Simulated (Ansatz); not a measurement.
According to PBE in the plane-wave PAW code Ansatz, Cl in the molecular I2 type structure (Cmce) relaxes to a = 7.984 Å, b = 4.292 Å, c = 8.337 Å.

The Kohn–Sham gap is 2.30 eV (direct). The valence maximum lies at Γ and the conduction minimum at Γ.

The cell was relaxed with PBE under the symmetry of its start. The substance is a gas or liquid at ambient conditions; this is its low-temperature solid. The volume lies over 15 % above that of the usual cell of this phase: another minimum, or an error of the functional. A crystal of weakly bound units computed without a dispersion correction: the cell and the soft elastic constants depend strongly on that.

Potentials: the later of the program's two PAW sets.
